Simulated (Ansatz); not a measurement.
TaAgO3:
```
TaAgO3
1.0
    2.73846     1.58105     4.60124
   -2.73846     1.58105     4.60124
    0.00000    -3.16210     4.60124
Ta Ag O
2 2 6
Direct
  0.00000   0.00000   0.00000
  0.50000   0.50000   0.50000
  0.75000   0.75000   0.75000
  0.25000   0.25000   0.25000
  0.81786   0.68214   0.25000
  0.18214   0.31786   0.75000
  0.25000   0.81786   0.68214
  0.75000   0.18214   0.31786
  0.68214   0.25000   0.81786
  0.31786   0.75000   0.18214
```

Relaxed with PBEsol.

**Question.** Give the optical modes at the zone centre with their infrared activity from DFPT, plane-wave PAW PBEsol (Ansatz code).

**Answer.** Transverse frequencies, without the LO–TO term; a row sums one degenerate level.

```tsv
ω (cm⁻¹)	degeneracy	IR ((D/Å)²/amu)	activity	symmetry
37	1	61.93	IR	A2u
42	2	65.91	IR	Eu
64	1	0.00	IR-inactive	A2g
78	1	44.43	IR	A2u
88	2	0.00	IR-inactive	Eg
107	2	0.00	IR-inactive	Eg
138	2	93.24	IR	Eu
195	2	6.80	IR	Eu
226	1	0.00	IR-inactive	A1u
253	1	0.00	IR-inactive	A1g
257	2	47.46	IR	Eu
291	1	0.00	IR-inactive	A1u
371	1	0.00	IR-inactive	A2g
409	2	0.00	IR-inactive	Eg
490	1	62.49	IR	A2u
510	2	100.10	IR	Eu
577	2	0.00	IR-inactive	Eg
901	1	0.00	IR-inactive	A2g
```

**Question.** How high does the top mode go among those that the LO–TO term moves?

**Answer.** 734 cm⁻¹ for q along x, 734 cm⁻¹ for q along y, 747 cm⁻¹ for q along z.

Space group R-3c. The workflow started from a Materials Project entry (that database holds measured and hypothetical structures alike); the Crystallography Open Database copy checked does not list it. COD files the formula under space group No. 161, so this cell is another polymorph or a model. Whether it is the stable phase at ambient conditions was not checked. Symmetry was held in the PBEsol relaxation; phonons on a q-mesh show no instability. The run is not spin-polarised. Scalar-relativistic: spin–orbit coupling is off unless named, which matters more the heavier the elements.

Potentials: the later of the program's two PAW sets.
